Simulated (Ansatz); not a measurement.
Here is the system:

CdS:
Space group F-43m (No. 216); a = 5.8244 Å, b = 5.8244 Å, c = 5.8244 Å, α = 90.00°, β = 90.00°, γ = 90.00°

| atom | site | symmetry | x | y | z |
|---|---|---|---|---|---|
| S | 4c | -43m | 0.2500 | 0.2500 | 0.2500 |
| Cd | 4a | -43m | 0.0000 | 0.0000 | 0.0000 |
(The calculation used a cell of 2 atoms; values per cell refer to that cell.)

This is the PBEsol-relaxed structure.

Problem. All from plane-wave PAW PBEsol (Ansatz code), unless another level is named. Estimate the HSE06 gap on the PBEsol cell.

Solution. 2.17 eV.

Problem. Predict the hole effective mass, band 2 of 3 at the edge.

Solution. 0.75 along [100], 0.75 along [110], 1.5 along [111] (mₑ).

Problem. Predict the hole effective mass, band 3 of 3 at the edge.

Solution. 0.12 along [100], 0.11 along [110], 0.10 along [111] (mₑ).

Problem. Give the formation energy from the elements (no fitted shifts).

Solution. -0.63 eV/atom.

Problem. Predict the valence-band maximum.

Solution. at Γ.

The cell was relaxed with PBEsol under the symmetry of its start. The references are the lowest solids computed at this level, not always the standard phases. Spin–orbit coupling is left out wherever it is not named.

Potentials: the later of the program's two PAW sets.
